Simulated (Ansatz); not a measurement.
Space group Pm-3m (No. 221). a = 3.970 Å, b = 3.970 Å, c = 3.970 Å, α = 90.00°, β = 90.00°, γ = 90.00°
```
atom site symmetry x y z
  Ca    1a m-3m  0.0000  0.0000  0.0000
  Mg    1b m-3m  0.5000  0.5000  0.5000
```

Equation of state of this CaMg structure (not necessarily the ground state), with shape and atoms relaxed at each volume where symmetry leaves them free. It has no gap at any of these volumes. These are results of DFT r2SCAN, scalar-relativistic, plane waves, PAW (Ansatz 0.2.0), not measurements.

Plane waves to 500 eV, a k mesh through Γ of 10×10×10 on the computed 2-atom cell and Gaussian smearing (0.10 eV); no spin polarisation.

```json
{"V (Å³/atom)": "29.403", "E − E(largest V) (meV/atom)": "2.27", "P (GPa)": "1.87"}
{"V (Å³/atom)": "30.341", "E − E(largest V) (meV/atom)": "-5.59", "P (GPa)": "0.89"}
{"V (Å³/atom)": "31.279", "E − E(largest V) (meV/atom)": "-8.14", "P (GPa)": "0.04"}
{"V (Å³/atom)": "32.218", "E − E(largest V) (meV/atom)": "-6.07", "P (GPa)": "-0.70"}
{"V (Å³/atom)": "33.156", "E − E(largest V) (meV/atom)": "0.00", "P (GPa)": "-1.34"}
```

Question: Fit a third-order Birch–Murnaghan equation to E(V).

Answer: V0 = 31.31 Å³/atom, B0 = 26 GPa, B0' = 3.7.